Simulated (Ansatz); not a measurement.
Energy and pressure of MoSe against volume, without spin

All numbers below come from DFT PBE+U, scalar-relativistic, plane waves, PAW (Ansatz 0.2.0).

```yaml
crystal:
  lattice:
    - [0.00000, 2.86392, 2.86392]
    - [2.86392, 0.00000, 2.86392]
    - [2.86392, 2.86392, 0.00000]
  atoms:
    - { symbol: Mo, position: [0.00000, 0.00000, 0.00000] }
    - { symbol: Se, position: [0.50000, 0.50000, 0.50000] }
```

| Quantity | Value |
| --- | --- |
| plane-wave cutoff | 420 eV |
| Γ-centred k-mesh | 12×12×12 |
| occupation rule | Gaussian smearing, 0.1 eV |
| U_eff on Löwdin-orthogonalised atomic d orbitals | Mo 4.38 eV |
| spin treatment | unpolarised |

The cell is scaled evenly at fixed fractional positions, V₀ being the volume of the cell shown; start: no spin polarisation. Energies are extrapolated to zero smearing. A spin-polarised state can lie lower, at larger volumes above all.

```
 V/V₀  E above lowest (meV/atom) P (GPa)
0.800                        0.0     -1.5
0.860                       43.6     -7.7
0.920                          ?        ?
0.960                      206.2    -13.4
1.000                      289.6    -14.7
1.040                          ?        ?
1.100                      520.7    -16.3
1.180                      715.2    -16.6
```

Fill in the withheld rows.

The withheld rows:

```csv
V/V₀,E above lowest (meV/atom),P (GPa)
0.920,131.4,-11.6
1.040,379.2,-15.5
```

Cost: 8 runs of about 1.8 core-minutes in all, on Intel Xeon Processor @ 2.50GHz (Skylake/Cascade Lake) (shared hosts).